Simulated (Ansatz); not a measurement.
La (dhcp type, space group P6_3/mmc)

```xyz
4
Lattice="3.7856 0.0000 0.0000 -1.8928 3.2784 0.0000 0.0000 0.0000 12.0327" Properties=species:S:1:pos:R:3 pbc="T T T"
La     0.0000     0.0000     0.0000
La     0.0000     0.0000     6.0164
La     0.0000     2.1856     3.0082
La     1.8928     1.0928     9.0246
```

This relaxed cell (volume V₀) is scaled evenly in all directions, its shape held. Symmetry pins the atoms to their sites.

The numbers are results of r2SCAN (plane waves to 500 eV, PAW, scalar-relativistic; Ansatz, a quantum-chemistry and plane-wave program), not measurements. k mesh 14×14×4 (Γ-centred), Fermi-Dirac smearing 0.05 eV. E stands for the smeared free energy. With the shape held, the modulus is that of even scaling; a crystal free to change shape is softer. La is run without spin polarisation. La was relaxed with its symmetry unable to fall. ΔE is measured from the relaxed starting cell. The last digit holds for this mesh only.

| V (Å³/atom) | ΔE (meV/atom) |
|---|---|
| 35.094 | 10.4 |
| 35.467 | 7.1 |
| 35.840 | 4.5 |
| 36.214 | 2.5 |
| 36.587 | 1.1 |
| 36.960 | 0.3 |
| 37.334 | 0.0 |
| 37.707 | 0.3 |
| 38.080 | 1.1 |
| 38.454 | 2.4 |
| 38.827 | 4.2 |
| 39.200 | 6.4 |
| 39.574 | 9.2 |

**Question.** What is the fitted pressure derivative B₀′?

**Answer.** 2.0.

**Question.** What bulk modulus at fixed cell shape B₀ follows from a third-order Birch-Murnaghan fit?

**Answer.** 23.3 GPa.

(A scan under strain: stresses follow from slopes of the energy per volume, elastic moduli from its curvatures.)
